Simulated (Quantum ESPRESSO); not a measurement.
```cif
data_Be4Te4
_chemical_formula_sum 'Be4 Te4'
_space_group_name_H-M_alt 'F-43m'
_space_group_IT_number 216
_space_group_name_Hall 'F -4 2 3'
_cell_length_a 5.60676
_cell_length_b 5.60676
_cell_length_c 5.60676
_cell_angle_alpha 90.000
_cell_angle_beta 90.000
_cell_angle_gamma 90.000
loop_
_atom_site_label
_atom_site_type_symbol
_atom_site_symmetry_multiplicity
_atom_site_Wyckoff_symbol
_atom_site_fract_x
_atom_site_fract_y
_atom_site_fract_z
_atom_site_occupancy
Be1 Be 4 a 0.00000 0.00000 0.00000 1
Te1 Te 4 d 0.75000 0.75000 0.75000 1
```
(The calculation used a cell of 2 atoms; values per cell refer to that cell.)

Cell and atoms were relaxed with PBEsol from Materials Project entry mp-252, within its symmetry.

Problem. What does norm-conserving PBEsol (Quantum ESPRESSO, 88 Ry, scalar-relativistic) give for the electronic structure near the Fermi level?

Solution. The PBEsol gap is indirect, 1.84 eV, from Γ to X; the smallest direct gap is 3.62 eV. Spin-orbit coupling is left out, which matters for elements this heavy: edges can move by tenths of an eV.
